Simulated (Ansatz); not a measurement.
SiGe:
```xyz
2
Lattice="3.2159 0.0000 0.0000 0.0000 3.2159 0.0000 0.0000 0.0000 3.2159" Properties=species:S:1:pos:R:3 pbc="T T T"
Ge     0.0000     0.0000     0.0000
Si     1.6080     1.6080     1.6080
```

Relaxed with r²SCAN. Special points in fractions of this cell's reciprocal vectors: Γ (0.000, 0.000, 0.000); X (0.000, 0.500, 0.000); M (0.500, 0.500, 0.000); R (0.500, 0.500, 0.500).

### Question
List the band energies nearest the Fermi level at these points for DFT-r²SCAN in the program Ansatz with PAW potentials.

### Answer
In eV from the Fermi level; about four levels below and three above (degenerate sets whole), none deeper than 8.9 eV; … stands for higher levels left out; points with the same levels are listed once.

| k | below | above |
|---|---|---|
| Γ | -0.66 -0.64 -0.64 -0.64 | 3.62 3.62 … |
| X | – | 2.90 2.90 3.11 3.11 |
| M | -8.03 -6.93 -6.34 -6.34 | 4.86 5.37 7.85 7.85 |
| R | -2.67 -2.67 -2.67 -2.37 -2.37 -2.37 | … |

Space group Pm-3m (CsCl type). A made-up cell: these elements were put on the sites of a structure type; neither database checked (COD, Materials Project) lists it. Whether it is the stable phase at ambient conditions was not checked. The cell was relaxed with r²SCAN under the symmetry of its start. At this level the phase is mechanically unstable. Spin–orbit coupling is left out wherever it is not named.

Potentials: the earlier of the program's two PAW sets.
